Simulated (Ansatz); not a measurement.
Recipe of this trial structure of KAlAuC6N6: cyanide-bridged rock-salt net of two metals, 1 guest cations a cell (F-43m, No. 216). Its size is a rough estimate.

```cif
data_structure
_symmetry_space_group_name_H-M 'P 1'
_symmetry_Int_Tables_number 1
_cell_length_a 7.1453
_cell_length_b 7.1453
_cell_length_c 7.1453
_cell_angle_alpha 60.000
_cell_angle_beta 60.000
_cell_angle_gamma 60.000
_cell_volume 257.96
loop_
_atom_site_label
_atom_site_type_symbol
_atom_site_fract_x
_atom_site_fract_y
_atom_site_fract_z
_atom_site_occupancy
K1 K 0.75000 0.75000 0.75000 1
Al1 Al 0.00000 0.00000 0.00000 1
C1 C 0.81445 0.18555 0.18555 1
C2 C 0.18555 0.18555 0.81445 1
C3 C 0.81445 0.18555 0.81445 1
C4 C 0.18555 0.81445 0.81445 1
C5 C 0.81445 0.81445 0.18555 1
C6 C 0.18555 0.81445 0.18555 1
Au1 Au 0.50000 0.50000 0.50000 1
N1 N 0.69866 0.30134 0.30134 1
N2 N 0.30134 0.30134 0.69866 1
N3 N 0.69866 0.30134 0.69866 1
N4 N 0.30134 0.69866 0.69866 1
N5 N 0.69866 0.69866 0.30134 1
N6 N 0.30134 0.69866 0.30134 1
```

Method: DFT PBE, scalar-relativistic, plane waves, PAW in Ansatz. Cutoff 420 eV, Gaussian smearing, Γ-centred meshes. Cell and atoms relax first on a coarse mesh and then on a finer one. In between, the cell is made exact in the group found at 0.06 Å. In metals the finer mesh still leaves noise of several meV/atom or more. The steps can't lower the symmetry of their start. Collinear spin is switched on along the way, since trial moments persisted in a coarse test.

A guess keeps its type if space group and coordination stay and the shape of the cell changes little (axis ratios within about 15 %, angles within 6°); the volume may change.

Question: Does this structure survive the relaxation?

Answer: It keeps its type. The symmetry stays F-43m (No. 216). The volume per atom grows by 33.8 %, from 17.2 to 23.0 Å³. The shortest distance stays 1.17 Å (C–N). Counting neighbours within 15 % of an atom's shortest distance, the start has Al 6, Au 6, C 1, K 24, N 1 and the end Al 6, Au 6, C 1, K 24, N 1.

The last run used collinear spin, a 6×6×6 mesh for its 15-atom cell and Gaussian smearing of 0.10 eV. Spin–orbit coupling, which can matter for Au, is left out. Another magnetic order may lie lower. Symmetry constrained the relaxation, so the result can be a saddle point.
